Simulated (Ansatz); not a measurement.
The numbers come from plane-wave PAW DFT (Ansatz): PBE, no spin polarisation, 420 eV, 7×7×7 Γ-centred k points, cold occupations (width 0.1524 eV). Nothing was relaxed.

Computed maps in the lattice plane spanned by a (left to right, 7.20 Å, 22 points from zero) and b (bottom to top, 7.20 Å, 22 points from zero), 90° apart, at height 0.000 along c. The fields are smooth PAW ones with compensation charges, not the true ones near nuclei.

Valence density. Digits on a logarithmic scale: 0 up to 0.03 e/Å³, each further digit a factor of 1.6, 9 from 1.3 e/Å³ up:
```
9997654333222333456799
9976665433333334566679
7766788753333357887667
6667999974333479999766
5568999985333589999865
4458999985333589999854
3347999975333579999743
3335788754333457887533
3333455543333345554333
2233333333333333333332
2233333333333333333332
2233333333333333333332
3333455543333345554333
3335788754333457887533
3347999975333579999743
4458999985333589999854
5568999985333589999865
6667999974333479999766
7766788753333357887667
9976665433333334566679
9997654333222333456799
9997654333222333456799
```

**Question.** The cell is K₂Y₆Te. Which atoms lie within 0.2 Å of this plane, and where (fractions of a and b)?

**Answer.** Te at (0.00, 0.00), Y at (0.25, 0.25), Y at (0.25, 0.75), Y at (0.75, 0.75), Y at (0.75, 0.25). The whole cell:
```
Te K Y
1.0
     0.00000    7.19533    0.00000
     7.19533    0.00000    0.00000
     3.59766    3.59766   -5.08791
Te K Y
1 2 6
Cartesian
  0.0000 0.0000 0.0000
  7.1953 3.5977 -2.5440
  3.5977 7.1953 -2.5440
  3.5977 3.5977 -2.5440
  7.1953 7.1953 -2.5440
  1.8060 1.8060 0.0000
  5.3893 1.8060 0.0000
  5.3893 5.3893 0.0000
  1.8060 5.3893 0.0000
```

Origin: a known structure type with other elements, at an estimated volume, so it need not be a known compound. Caveats: many states at the Fermi level without spin polarisation, so a magnetic state may lie lower; atoms or cell far from equilibrium; wide smearing.
